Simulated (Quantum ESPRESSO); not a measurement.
## Al3ZnN3O (input and log of a self-consistent run)

Computed values, not a measurement. The program is pw.x of Quantum ESPRESSO 7.5 (plane-wave density functional theory). The cell is made up: 8 atoms on a wurtzite lattice, with randomly drawn elements, strain and displacements, not relaxed. PseudoDojo standard norm-conserving files (v0.5 for PBE, v0.4.1 for LDA and PBEsol) set the functional; there is no spin polarisation, spin-orbit coupling or dispersion term, and the masses in the input are unused placeholders.

Input:

```
&control calculation='scf', pseudo_dir='./dojo.nc.sr.pbe.v0_5.standard.upf', outdir='./o', disk_io='medium', tprnfor=.true., tstress=.true. /
&system ibrav=0, nat=8, ntyp=4, nbnd=31, ecutwfc=105.61755193, nosym=.true., tot_charge=0,
 occupations='smearing', smearing='fd', degauss=0.0018374661
/
&electrons conv_thr=7.350e-09, electron_maxstep=60, /
ATOMIC_SPECIES
Al 1.0 Al.upf
N 1.0 N.upf
O 1.0 O.upf
Zn 1.0 Zn.upf
CELL_PARAMETERS angstrom
3.1015 0.0 0.0
0.0 5.3719 0.0
0.0 0.0 4.9566
ATOMIC_POSITIONS angstrom
Al -0.0548 0.0944 0.0058
Zn 1.5307 2.6769 0.0021
Al 1.4622 0.9206 2.5708
Al -0.0948 3.5601 2.5132
N 0.0613 -0.0191 1.9014
O 1.551 2.7744 1.8978
N 1.5024 0.908 4.287
N -0.0851 3.4691 4.2832
K_POINTS automatic
8 6 6 1 1 1
```

The log is shortened where brackets say so; the opening notice, blank lines, dates and the lines on written files are dropped, and the path of the files is cut. It prints rydbergs, bohrs and kilobars, and counts compression as positive stress. With no partly filled state, the Fermi energy that it prints is only some level between the filled and the empty states on the mesh, and need not lie in the true gap.

```
     Program PWSCF v.7.5
     Parallel version (MPI & OpenMP), running on       1 processor cores
     Number of MPI processes:                 1
     Threads/MPI process:                     1
     [start-up lines left out]
     bravais-lattice index     =            0
     lattice parameter (alat)  =       5.8610  a.u.
     unit-cell volume          =     557.2886 (a.u.)^3
     number of atoms/cell      =            8
     number of atomic types    =            4
     number of electrons       =        50.00
     number of Kohn-Sham states=           31
     kinetic-energy cutoff     =     105.6176  Ry
     charge density cutoff     =     422.4702  Ry
     scf convergence threshold =      7.3E-09
     mixing beta               =       0.7000
     number of iterations used =            8  plain     mixing
     Exchange-correlation= PBE
                           (   1   4   3   4   0   0   0)
     [axes and pseudopotential details left out]
   Cartesian axes
     site n.     atom                  positions (alat units)
         1        Al     tau(   1) = (  -0.0176689   0.0304369   0.0018701  )
         2        Zn     tau(   2) = (   0.4935354   0.8630985   0.0006771  )
         3        Al     tau(   3) = (   0.4714493   0.2968241   0.8288892  )
         4        Al     tau(   4) = (  -0.0305659   1.1478639   0.8103176  )
         5        N      tau(   5) = (   0.0197646  -0.0061583   0.6130582  )
         6        O      tau(   6) = (   0.5000806   0.8945349   0.6118975  )
         7        N      tau(   7) = (   0.4844108   0.2927616   1.3822344  )
         8        N      tau(   8) = (  -0.0274383   1.1185233   1.3810092  )
     number of k points=   144  Fermi-Dirac smearing, width (Ry)=  0.0018
     Number of k-points >= 100: set verbosity='high' to print them.
     Dense  grid:    81701 G-vectors     FFT dimensions: (  40,  72,  64)
     Estimated max dynamical RAM per process >     102.08 MB
     Initial potential from superposition of free atoms
     starting charge      49.9925, renormalised to      50.0000
     Starting wfcs are   38 randomized atomic wfcs
     total cpu time spent up to now is       39.1 secs
     per-process dynamical memory:    82.3 Mb
     Self-consistent Calculation
     iteration #  1     ecut=   105.62 Ry     beta= 0.70
     Davidson diagonalization with overlap
     ethr =  1.00E-02,  avg # of iterations =  3.3
     total cpu time spent up to now is      138.1 secs
     total energy              =    -526.74330431 Ry
     estimated scf accuracy    <       2.46304889 Ry
     iteration #  2     ecut=   105.62 Ry     beta= 0.70
     Davidson diagonalization with overlap
     ethr =  4.93E-03,  avg # of iterations =  2.6
     total cpu time spent up to now is      242.8 secs
     total energy              =    -527.44655965 Ry
     estimated scf accuracy    <       2.04237083 Ry
     iteration #  3     ecut=   105.62 Ry     beta= 0.70
     Davidson diagonalization with overlap
     ethr =  4.08E-03,  avg # of iterations =  2.0
     total cpu time spent up to now is      336.6 secs
     total energy              =    -527.80211139 Ry
     estimated scf accuracy    <       0.05506491 Ry
     iteration #  4     ecut=   105.62 Ry     beta= 0.70
     Davidson diagonalization with overlap
     ethr =  1.10E-04,  avg # of iterations =  5.9
     total cpu time spent up to now is      434.0 secs
     total energy              =    -527.82212984 Ry
     estimated scf accuracy    <       0.00560181 Ry
     iteration #  5     ecut=   105.62 Ry     beta= 0.70
     Davidson diagonalization with overlap
     ethr =  1.12E-05,  avg # of iterations =  5.6
     total cpu time spent up to now is      540.7 secs
     total energy              =    -527.82263862 Ry
     estimated scf accuracy    <       0.00247307 Ry
     [iterations 6 to 7 left out]
     iteration #  8     ecut=   105.62 Ry     beta= 0.70
     Davidson diagonalization with overlap
     ethr =  1.43E-07,  avg # of iterations =  2.1
     total cpu time spent up to now is      793.8 secs
     total energy              =    -527.82276968 Ry
     estimated scf accuracy    <       0.00000363 Ry
     iteration #  9     ecut=   105.62 Ry     beta= 0.70
     Davidson diagonalization with overlap
     ethr =  7.25E-09,  avg # of iterations =  4.1
     total cpu time spent up to now is      905.0 secs
     total energy              =    -527.82277136 Ry
     estimated scf accuracy    <       0.00000263 Ry
     iteration # 10     ecut=   105.62 Ry     beta= 0.70
     Davidson diagonalization with overlap
     ethr =  5.27E-09,  avg # of iterations =  2.0
     total cpu time spent up to now is      991.3 secs
     total energy              =    -527.82277174 Ry
     estimated scf accuracy    <       0.00000004 Ry
     iteration # 11     ecut=   105.62 Ry     beta= 0.70
     Davidson diagonalization with overlap
     ethr =  8.76E-11,  avg # of iterations =  4.3
     total cpu time spent up to now is     1096.1 secs
     total energy              =    -527.82277177 Ry
     estimated scf accuracy    <          8.7E-09 Ry
     iteration # 12     ecut=   105.62 Ry     beta= 0.70
     Davidson diagonalization with overlap
     ethr =  1.74E-11,  avg # of iterations =  2.0
     total cpu time spent up to now is     1177.5 secs
     End of self-consistent calculation
     Number of k-points >= 100: set verbosity='high' to print the bands.
     the Fermi energy is    11.0754 ev
!    total energy              =    -527.82277177 Ry
     estimated scf accuracy    <          4.5E-10 Ry
     smearing contrib. (-TS)   =      -0.00000000 Ry
     internal energy E=F+TS    =    -527.82277177 Ry
     The total energy is F=E-TS. E is the sum of the following terms:
     one-electron contribution =    -435.50155980 Ry
     hartree contribution      =     243.17006817 Ry
     xc contribution           =     -79.08850921 Ry
     ewald contribution        =    -256.40277094 Ry
     convergence has been achieved in  12 iterations
     Forces acting on atoms (cartesian axes, Ry/au):
     atom    1 type  1   force =     0.00826698   -0.08071033   -0.04270992
     atom    2 type  4   force =    -0.04903046    0.01324484   -0.03847785
     atom    3 type  1   force =     0.06081977   -0.02396893   -0.08950273
     atom    4 type  1   force =     0.05160507    0.06722057    0.00890976
     atom    5 type  2   force =    -0.07261310    0.02908459   -0.02854722
     atom    6 type  3   force =    -0.05058201   -0.06097835    0.07569708
     atom    7 type  2   force =    -0.00103295   -0.07785146    0.10094366
     atom    8 type  2   force =     0.05256669    0.13395908    0.01368721
     Total force =     0.296816     Total SCF correction =     0.000060
     Computing stress (Cartesian axis) and pressure
          total   stress  (Ry/bohr**3)                   (kbar)     P=      166.23
   0.00116812   0.00038289   0.00009655          171.84       56.32       14.20
   0.00038289   0.00044828  -0.00001445           56.32       65.94       -2.13
   0.00009655  -0.00001445   0.00177369           14.20       -2.13      260.92
     init_run     :     36.53s CPU     38.97s WALL (       1 calls)
     electrons    :   1073.58s CPU   1138.35s WALL (       1 calls)
     forces       :     14.59s CPU     14.71s WALL (       1 calls)
     stress       :     53.62s CPU     53.83s WALL (       1 calls)
     [timing details left out]
     PWSCF        :  19m38.76s CPU  20m47.07s WALL
     JOB DONE.
```

In other units: free energy -7181.395 eV for the cell, pressure 16.62 GPa, largest force component 3.444 eV/Å. This run is the check on a run of the same cell at 1143 eV and a 6 x 4 x 4 mesh: rerunning at 1437 eV and a 8 x 6 x 6 mesh moved values by no more than 0.002 eV in energy, 0.03 GPa in stress and 0.002 eV/Å in force.